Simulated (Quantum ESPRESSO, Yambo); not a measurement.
SrTiO3 (space group I4/mcm, No. 140). The geometry is that of Materials Project entry mp-4651, symmetrised and not relaxed again. Chain: norm-conserving PBEsol (Quantum ESPRESSO, 84 Ry, no spin-orbit coupling); G0W0 in Yambo (4×4×4 Γ-centred k mesh, bands 3 to 148 and a 6 Ry block in the screening, 148 bands in G with the Bruneval-Gonze terminator, plasmon pole fitted at 27.2 eV); BSE (6×6×6 mesh, 9 valence and 7 conduction bands, static screening with 84 bands and a 3 Ry block, scissor 1.62 eV, Tamm-Dancoff).

PBEsol gap (dense path): 1.93 eV
PBEsol gap Γ → Γ on the GW mesh: 1.93 eV
PBEsol smallest direct gap on the GW mesh, at Γ: 1.93 eV
G0W0 direct gap at that point: 3.56 eV
G0W0 correction to the gap Γ → Γ: 1.62 eV
direct gap on the BSE mesh, with the scissor: 3.56 eV
first BSE state allowed for light along x: 3.39 eV
lowest BSE state: 3.25 eV
binding of the lowest exciton: 0.31 eV

Rough cost of the Yambo steps against G0W0 for 10 states: BSE within a factor of two.

Nearest settings tried, and what they do to the gap: 104 bands in W, 104 bands in G: +12 meV; 1 Ry block (23 vectors against 197): +1579 meV. Not varied: mesh. So the settings aren't converged at that level. The BSE states are vertical excitations (zero momentum). Convergence of the binding with the mesh was not shown. Axes are Cartesian, with cell vectors (Å) (-2.76, 2.76, 3.92), (2.76, -2.76, 3.92), (2.76, 2.76, -3.92).

This is not the ordinary phase of the substance.
